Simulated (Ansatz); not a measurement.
Ru (hcp type), DFT, PBE, all-electron LAPW, scalar-relativistic (Ansatz 0.2.0), on 1 thread of Intel(R) Xeon(R) Platinum 8488C (Sapphire Rapids) (shared host).

Command: `ansatz run input.yaml --threads 1 --pin off --max-ram 3584MiB --backend cpu --events-out ev --progress --plain --runs-dir out`

```yaml
crystal:
  lattice:
    - [2.0373319182, 0.0, 0.0]
    - [-1.0186659592, 1.7643811971, 0.0]
    - [0.0, 0.0, 3.298954102]
  atoms:
    - { symbol: Ru, position: [0.3333333333, 0.6666666667, 0.25] }
    - { symbol: Ru, position: [0.6666666667, 0.3333333333, 0.75] }
kpoints:
  mp_grid: { grid: [22, 22, 12] }
scf:
  occupations: { method: fermi_dirac, width: 0.05 }
hamiltonian:
  xc: pbe
  pseudopotentials: { kind: all_electron, lapw: { basis_error: 0.0005 } }
output:
  forces: true
  stress: true
  eigenvalues: true
relax:
  f_tol: 0.005
  max_steps: 12
  cell: { p_target: 1700.0, stress_tol: 0.85 }
```

Task: How large is the problem that the program sets up?

Result: 364 irreducible k-points, 337 plane waves at Γ, 41 bands.

Task: About how long does it take, and how much memory?

Result: 4.2 min of wall time for 12 SCF iterations over 3 geometries, with a peak of 1.4 GiB. Times on shared machines scatter by tens of per cent.
